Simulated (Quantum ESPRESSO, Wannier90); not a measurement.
Wannierisation of TlCl (CsCl type)

Materials Project entry mp-23167; symmetrised, unrelaxed at this level. COD (Crystallography Open Database) has an entry of this formula and space group (matched by these alone). Level: LDA, no spin polarisation, no spin-orbit coupling; pw.x of Quantum ESPRESSO at 50 Ry with PseudoDojo potentials, 8×8×8 k-points, Wannier90. Density: 8×8×8 mesh, cold smearing 0.01 Ry. Spin-orbit coupling is left out although heavy elements are present.

On the energy scale of pw.x, whose zero is arbitrary, the valence-band maximum lies at 5.03 eV.

Input w.win:

```
num_bands = 5
num_wann = 5
exclude_bands = 2-6,11-20
num_iter = 1000
conv_tol = 1.0e-6
conv_window = 4
write_hr = true
write_u_matrices = true
begin projections
f=0.2595,0.0729,-0.3244:s
f=-0.2954,-0.2687,0.2591:s
f=0.0526,0.1376,0.2828:s
f=0.4017,0.2927,0.2459:s
f=-0.3791,0.3535,0.4896:s
end projections
begin unit_cell_cart
ang
    3.8374700000    0.0000000000    0.0000000000
    0.0000000000    3.8374700000    0.0000000000
    0.0000000000    0.0000000000    3.8374700000
end unit_cell_cart
begin atoms_frac
Tl   0.0000000000  0.0000000000  0.0000000000
Cl   0.5000000000  0.5000000000  0.5000000000
end atoms_frac
mp_grid = 8 8 8
begin kpoints
0.0000000000 0.0000000000 0.0000000000
0.0000000000 0.0000000000 0.1250000000
0.0000000000 0.0000000000 0.2500000000
... (509 more lines: the 8x8x8 mesh through Gamma)
end kpoints
```

Input of pw2wannier90.x that gives the overlap and projection files (equivalent; here they were cut from one run over all bands):

```
&inputpp
  outdir = './out'
  prefix = 'pwscf'
  seedname = 'w'
  write_amn = .true.
  write_mmn = .true.
/
```

Output w.wout (banner and timings cut):

```
                                    ------
                                    SYSTEM
                                    ------

                              Lattice Vectors (Ang)
                    a_1     3.837470   0.000000   0.000000
                    a_2     0.000000   3.837470   0.000000
                    a_3     0.000000   0.000000   3.837470

                   Unit Cell Volume:      56.51126  (Ang^3)

                        Reciprocal-Space Vectors (Ang^-1)
                    b_1     1.637325   0.000000   0.000000
                    b_2     0.000000   1.637325   0.000000
                    b_3     0.000000   0.000000   1.637325

 *----------------------------------------------------------------------------*
 |   Site       Fractional Coordinate          Cartesian Coordinate (Ang)     |
 +----------------------------------------------------------------------------+
 | tl   1   0.00000   0.00000   0.00000   |    0.00000   0.00000   0.00000    |
 | cl   1   0.50000   0.50000   0.50000   |    1.91874   1.91874   1.91874    |
 *----------------------------------------------------------------------------*
                                ------------
                                K-POINT GRID
                                ------------

             Grid size =  8 x  8 x  8      Total points =  512

 *---------------------------------- MAIN ------------------------------------*
 |  Number of Wannier Functions               :                 5             |
 |  Number of Objective Wannier Functions     :                 5             |
 |  Number of input Bloch states              :                 5             |
 |  Output verbosity (1=low, 5=high)          :                 1             |
 |  Timing Level (1=low, 5=high)              :                 1             |
 |  Optimisation (0=memory, 3=speed)          :                 3             |
 |  Length Unit                               :               Ang             |
 |  Post-processing setup (write *.nnkp)      :                 F             |
 |  Using Gamma-only branch of algorithms     :                 F             |
 *----------------------------------------------------------------------------*
 *------------------------------- WANNIERISE ---------------------------------*
 |  Total number of iterations                :              1000             |
 |  Number of CG steps before reset           :                 5             |
 |  Trial step length for line search         :             2.000             |
 |  Convergence tolerence                     :         0.100E-05             |
 |  Convergence window                        :                 4             |
 |  Iterations between writing output         :                 1             |
 |  Iterations between backing up to disk     :               100             |
 |  Write r^2_nm to file                      :                 F             |
 |  Write xyz WF centres to file              :                 F             |
 |  Write on-site energies <0n|H|0n> to file  :                 F             |
 |  Use guiding centre to control phases      :                 F             |
 |  Use phases for initial projections        :                 F             |
 *----------------------------------------------------------------------------*
 *-------------------------------- PLOTTING ----------------------------------*
 |  Plotting Hamiltonian in WF basis          :                 T             |
 *----------------------------------------------------------------------------*

       ... (k-mesh section left out)

 Starting a new Wannier90 calculation ...

 Reading overlaps from w.mmn

 Reading projections from w.amn

 *------------------------------- WANNIERISE ---------------------------------*
 +--------------------------------------------------------------------+<-- CONV
 | Iter  Delta Spread     RMS Gradient      Spread (Ang^2)            |<-- CONV
 +--------------------------------------------------------------------+<-- CONV

 ------------------------------------------------------------------------------
 Initial State
  WF centre and spread    1  (  0.869091, -0.205851, -0.853804 )    15.24811429
  WF centre and spread    2  ( -1.719077, -1.627843,  1.666439 )     6.00041217
  WF centre and spread    3  (  0.078439, -0.292897, -0.052779 )    11.90473767
  WF centre and spread    4  (  1.703834,  1.729734,  1.651261 )     4.04135313
  WF centre and spread    5  ( -1.581790,  1.555128,  2.084003 )     2.41503158
  Sum of centres and spreads ( -0.649503,  1.158271,  4.495121 )    39.60964884

      0     0.396E+02     0.0000000000       39.6096488415  <-- CONV
        O_D=     11.9791842 O_OD=     20.2773554 O_TOT=     39.6096488 <-- SPRD
 ------------------------------------------------------------------------------
      1    -0.238E+01     5.9555212623       37.2261046017  <-- CONV
        O_D=      9.5658976 O_OD=     20.3070978 O_TOT=     37.2261046 <-- SPRD
      2    -0.382E+01     3.4569726033       33.4092383438  <-- CONV
        O_D=      5.8763932 O_OD=     20.1797359 O_TOT=     33.4092383 <-- SPRD
      3    -0.140E+01     2.3120623767       32.0071701865  <-- CONV
        O_D=      5.0891866 O_OD=     19.5648744 O_TOT=     32.0071702 <-- SPRD
      4    -0.286E+01     1.6700506452       29.1469934107  <-- CONV
        O_D=      4.5718327 O_OD=     17.2220515 O_TOT=     29.1469934 <-- SPRD
      5    -0.413E+00     2.8275653569       28.7341064161  <-- CONV
        O_D=      4.3770605 O_OD=     17.0039367 O_TOT=     28.7341064 <-- SPRD
       ... (lines left out)
    100    -0.200E-02     1.0629287144        9.8391436923  <-- CONV
        O_D=      0.0042157 O_OD=      2.4818187 O_TOT=      9.8391437 <-- SPRD
       ... (lines left out)
    200    -0.180E-02     0.6150742067        9.6246958981  <-- CONV
        O_D=      0.0030093 O_OD=      2.2685774 O_TOT=      9.6246959 <-- SPRD
       ... (lines left out)
    300    -0.322E-03     0.5357767619        9.5491317895  <-- CONV
        O_D=      0.0014267 O_OD=      2.1945958 O_TOT=      9.5491318 <-- SPRD
       ... (lines left out)
    400    -0.401E-02     0.5561452594        9.6063397955  <-- CONV
        O_D=      0.0108663 O_OD=      2.2423643 O_TOT=      9.6063398 <-- SPRD
       ... (lines left out)
    500     0.306E-01     6.3213739417        9.4941995815  <-- CONV
        O_D=      0.0390673 O_OD=      2.1020230 O_TOT=      9.4941996 <-- SPRD
       ... (lines left out)
    600    -0.493E-04     0.0057897777        8.2110339057  <-- CONV
        O_D=      0.0001231 O_OD=      0.8578016 O_TOT=      8.2110339 <-- SPRD
       ... (lines left out)
    687    -0.723E-06     0.0006563190        8.2099876135  <-- CONV
        O_D=      0.0001174 O_OD=      0.8567610 O_TOT=      8.2099876 <-- SPRD
    688    -0.697E-06     0.0008962147        8.2099869168  <-- CONV
        O_D=      0.0001173 O_OD=      0.8567604 O_TOT=      8.2099869 <-- SPRD
    689    -0.755E-06     0.0006389956        8.2099861615  <-- CONV
        O_D=      0.0001173 O_OD=      0.8567596 O_TOT=      8.2099862 <-- SPRD
             <<<     Delta < 1.000E-06  over  4 iterations     >>>
             <<< Wannierisation convergence criteria satisfied >>>
 Final State
  WF centre and spread    1  (  1.660236, -1.724372, -1.626138 )     1.48399440
  WF centre and spread    2  ( -1.686870, -1.618264,  1.709778 )     1.49163066
  WF centre and spread    3  (  0.000000,  0.000001,  0.000001 )     2.26360228
  WF centre and spread    4  (  1.675431,  1.700751,  1.632147 )     1.48812656
  WF centre and spread    5  ( -1.648782,  1.641996,  2.121675 )     1.48263226
  Sum of centres and spreads (  0.000016,  0.000111,  3.837464 )     8.20998616

         Spreads (Ang^2)       Omega I      =     7.353109223
        ================       Omega D      =     0.000117349
                               Omega OD     =     0.856759590
    Final Spread (Ang^2)       Omega Total  =     8.209986161
```
